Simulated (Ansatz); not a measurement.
# Equation of state of SnO2 from a dense series

```yaml
crystal:
  lattice:
    - [4.73735, 0.00000, 0.00000]
    - [0.00000, 4.73735, 0.00000]
    - [0.00000, 0.00000, 3.18640]
  atoms:
    - { symbol: Sn, position: [0.00000, 0.00000, 0.00000] }
    - { symbol: Sn, position: [0.50000, 0.50000, 0.50000] }
    - { symbol: O, position: [0.30562, 0.30562, 0.00000] }
    - { symbol: O, position: [0.19438, 0.80562, 0.50000] }
    - { symbol: O, position: [0.69438, 0.69438, 0.00000] }
    - { symbol: O, position: [0.80562, 0.19438, 0.50000] }
```

Atoms are numbered in the order listed.

Conventional cell: a = 4.737 Å, b = 4.737 Å, c = 3.186 Å, α = 90.00°, β = 90.00°, γ = 90.00°. Sn (atom 1) has 6 O at 2.05 to 2.06 Å as nearest neighbours. Around O (atom 3) lie 3 Sn at 2.05 to 2.06 Å.

The cell is a measured one (Crystallography Open Database entry 2101853); the temperature and pressure of the measurement aren't taken into account, and nothing was relaxed.

Spin–orbit coupling is left out, though it moves levels of the heavy atoms by tenths of an eV or more.

Method: Ansatz 0.2.0, DFT, LDA, all-electron LAPW, scalar-relativistic.

Settings: a Γ-centred 4×4×6 k mesh, Fermi–Dirac smearing of 0.03 eV, basis error target 1 meV/atom, no spin polarisation.

The cell is scaled evenly. Fractional coordinates are held (clamped ions).

```
V (Å³/atom)  P (GPa)
     11.203    14.28
     11.442     8.62
     11.680     3.58
     11.799     1.27
     11.918    -0.91
     12.038    -2.97
     12.157    -4.91
     12.634   -11.62
```

(1) Fit a third-order Birch–Murnaghan curve to the pressures.

(2) Predict the pressure at the withheld volume, 12.395 Å³/atom.

Results:

(1) P = (3B0/2)(y^(7/2) − y^(5/2))[1 + (3/4)(B0′ − 4)(y − 1)] with y = (V0/V)^(2/3) fits within 0.01 GPa for V0 = 11.868 Å³/atom, B0 = 215.9 GPa and B0′ = 4.79.

(2) There y = 0.9714, so the fit gives -8.46 GPa; the run gave -8.46 GPa.
